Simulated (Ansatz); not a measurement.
CaGeO3:
```cif
data_Ca6Ge6O18
_chemical_formula_sum 'Ca6 Ge6 O18'
_space_group_name_H-M_alt 'P 1'
_space_group_IT_number 1
_cell_length_a 7.54266
_cell_length_b 7.30140
_cell_length_c 8.13528
_cell_angle_alpha 94.701
_cell_angle_beta 103.484
_cell_angle_gamma 90.114
loop_
_space_group_symop_operation_xyz
  'x, y, z'
loop_
_atom_site_label
_atom_site_type_symbol
_atom_site_fract_x
_atom_site_fract_y
_atom_site_fract_z
_atom_site_occupancy
Ca1 Ca 0.75364 0.03054 0.01239 1
Ca2 Ca 0.24636 0.96946 0.98761 1
Ca3 Ca 0.07399 0.73865 0.29155 1
Ca4 Ca 0.92601 0.26135 0.70845 1
Ca5 Ca 0.57312 0.74139 0.29212 1
Ca6 Ca 0.42688 0.25861 0.70788 1
Ge1 Ge 0.94418 0.77793 0.67765 1
Ge2 Ge 0.05582 0.22207 0.32235 1
Ge3 Ge 0.39379 0.77495 0.68155 1
Ge4 Ge 0.60621 0.22505 0.31845 1
Ge5 Ge 0.72618 0.55348 0.90538 1
Ge6 Ge 0.27382 0.44652 0.09462 1
O1 O 0.81977 0.25932 0.27092 1
O2 O 0.18023 0.74068 0.72908 1
O3 O 0.62666 0.23040 0.53214 1
O4 O 0.37334 0.76960 0.46786 1
O5 O 0.13736 0.22514 0.53802 1
O6 O 0.86264 0.77486 0.46198 1
O7 O 0.12955 0.41860 0.23871 1
O8 O 0.87045 0.58140 0.76129 1
O9 O 0.07342 0.02596 0.19202 1
O10 O 0.92658 0.97404 0.80798 1
O11 O 0.49694 0.42099 0.22617 1
O12 O 0.50306 0.57901 0.77383 1
O13 O 0.72914 0.31659 0.90396 1
O14 O 0.27086 0.68341 0.09604 1
O15 O 0.77434 0.71093 0.08053 1
O16 O 0.22566 0.28907 0.91947 1
O17 O 0.47614 0.97216 0.81170 1
O18 O 0.52386 0.02784 0.18830 1
```

Relaxed with r²SCAN. The program Ansatz at the r²SCAN level (PAW) gives a gap of 4.27 eV.

Task: What gap does HSE06 give on the same cell (Ansatz, PAW)?

Result: 5.42 eV, 1.15 eV more. The hybrid was solved on a coarser mesh and at special points; the gap given is the minimum over both.

Cost on shared cores: the r²SCAN run (SCF on a 4×4×4 mesh, then bands and DOS) around 40 core-minutes (rough), the HSE06 run (SCF on 3×3×2, then a few points) around 17 core-minutes (rough); the tasks are unlike.

Space group P-1. The workflow started from a Materials Project entry (that database holds measured and hypothetical structures alike); the Crystallography Open Database files this formula in space group No. 2, but the cells were not matched. Whether it is the stable phase at ambient conditions was not checked. Symmetry was held in the r²SCAN relaxation; its stability against distortions is not shown here. Scalar-relativistic: spin–orbit coupling is off unless named, which matters more the heavier the elements.

Potentials: the later of the program's two PAW sets.
